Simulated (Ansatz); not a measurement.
# Moving the pressure in TaV

The cell as given:

```xyz
2
Lattice="1.6067 -2.3078 0.0000 1.6067 2.3078 0.0000 0.0000 0.0000 4.3414" Properties=species:S:1:pos:R:3 pbc="T T T"
Ta    0.0000    0.0000    0.0000
V     1.6067    0.0000    2.1707
```

The cell comes from a database or a generator and needn't be the stable form of this composition.

Kept alike: task relaxation of cell and atoms; functional LDA; k mesh 7 × 7 × 5; occupations fermi-dirac, width 0.05 eV; collinear spin, ferromagnetic start. Program: Ansatz, Ansatz PAW, cutoff 420 eV. The mesh is that of the run's cell of 2 atoms. No spin-orbit coupling.

| pressure, P (GPa) | volume (Å³/atom) | first edge of the run's cell (Å) | third edge of the run's cell (Å) |
| --- | --- | --- | --- |
| 0 | 15.019 | 2.751 | 4.244 |
| 2 | 14.877 | 2.743 | 4.228 |
| 5 | 14.674 | 2.731 | 4.205 |
| 10 | 14.364 | 2.714 | 4.168 |
| 20 | 13.824 | 2.683 | 4.100 |

The relaxations keep at least the cell's symmetry (Cmmm). For a metal such a mesh leaves the last digits unconverged. Runs of this series that gave no sound value for these columns are left out. The runs follow the start's structure, whether or not it is the stable one at these pressures. P is the pressure aimed at, which the runs meet within some hundredths to tenths of a GPa. The moments vanished: the runs ended non-magnetic. All rows use potentials made for PBE.

The volume falls from 15.019 to 13.824 Å³/atom between 0 and 20 GPa. The volume falls ever more slowly, since the solid stiffens under load. At the pressures aimed at, which the runs meet within some tenths of a GPa, the step from 0 to 5 GPa gives a mean bulk modulus near 215 GPa, the last step 261 GPa. The first edge of the run's cell falls from 2.751 to 2.683 Å between 0 and 20 GPa. The third edge of the run's cell falls from 4.244 to 4.100 Å between 0 and 20 GPa.
